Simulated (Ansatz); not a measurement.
A geometry of AlCu away from equilibrium: step 3 of the relaxation of a relaxed AlCu cell displaced along its unstable phonon at q = (½, ½, 0) of its primitive reciprocal cell (72i cm⁻¹), largest move 0.15 Å. Level of theory: PBE (plane waves to 420 eV, PAW, scalar-relativistic; Ansatz, a program for electronic structure). Γ-centred k-mesh 10×10×6 on the run's cell (coarser than for final values), Fermi–Dirac smearing 0.05 eV.

```xyz
8
Lattice="6.4764 0.0006 0.0000 3.2385 3.2385 0.0000 0.0000 0.0000 5.2340" Properties=species:S:1:pos:R:3:forces:R:3 pbc="T T T" free_energy=-28651.871 pressure_GPa=-0.1
Cu     6.4779     1.9129     1.8962    0.0009   -0.1874    0.0346
Cu     3.2369     1.3262     1.8962   -0.0009    0.1874    0.0346
Cu     1.3259    -0.0013     3.3378    0.1874   -0.0009   -0.0346
Cu     5.1505     0.0019     3.3378   -0.1874    0.0009   -0.0346
Al     6.4779     1.8654     4.4486    0.0011   -0.1058    0.0392
Al     3.2370     1.3738     4.4486   -0.0011    0.1058    0.0392
Al     1.3735    -0.0012     0.7854    0.1058   -0.0011   -0.0392
Al     5.1029     0.0018     0.7854   -0.1058    0.0011   -0.0392
```

Positions in Å, forces in eV/Å, free energy of the cell in eV (comparable only within this code, potentials and settings). Largest force: 0.19 eV/Å, on Cu1, Cu2, Cu3, Cu4 (atoms numbered as listed); the geometry lies 0.01 eV/atom above the end of its relaxation.

No spin polarisation in the result.

The run could not lose the symmetry of its start, so the end can be a saddle point.

The end of the path is a generated cell of AlCu: the first start was made by placing the elements on the sites of a structure type, and the end was not matched to a known phase here, so it may be hypothetical.
